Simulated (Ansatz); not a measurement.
The calculation used DFT PBE+D3(BJ), scalar-relativistic, plane waves, PAW in Ansatz 0.2.0. Settings: cutoff 420 eV, Γ-centred meshes spaced at most about 0.3 Å⁻¹, and about 0.25 Å⁻¹ or finer for metals (2π included), Gaussian smearing. Collinear spin in cells that started with moments and kept them past the coarse steps, no spin elsewhere.

Temperature and zero-point effects are left out.

Two relaxed structures of S3O:

A. (site moments O 0.9 μB) Space group P6/mmm (No. 191), hexagonal, a = 4.917 Å, c = 2.540 Å. Around S lie 6 S at 2.46–2.54 Å and 4 O at 2.77 Å; around O lie 2 O at 2.54 Å and 12 S at 2.77 Å (long against covalent radii, as for large ions).

B. (no spin) Space group Pm-3m (No. 221), cubic, a = 4.172 Å. Around S lie 2 O at 2.09 Å; around O lie 6 S at 2.09 Å.

Question: Which would you expect to be lower, and how large is the difference?

Answer: A is lower, by 217 meV/atom. A has space group P6/mmm (No. 191), 13.3 Å³/atom and no gap on its mesh; B has the anti-ReO3 type, space group Pm-3m (No. 221), 18.2 Å³/atom and no gap. Counting S atoms around O (those within 1.25 times the shortest such distance or 1.15 times the sum of covalent radii, 1.27 where that leaves under three; the shortest distance is added where it exceeds 1.18 times the sum of covalent radii), A has O 12 from 2.8 Å and B has O 6 from 2.1 Å. Their magnetic states differ too, which can make part of the margin. The denser one is the lower, and pressure would at first widen the difference. Even the lower one lies +0.95 eV/atom against the reference forms of the elements (uncorrected), so neither is stable at this level. Both come from invented guesses. A third cell relaxed alike, in R-3m, lies 0.56 eV/atom below the lower of the two.

The magnetic state reached may not be the lowest. Cells relaxed within their symmetry can be saddle points. Some structure types and database cells were kept out of the candidates from the start, so a known form may be missing.
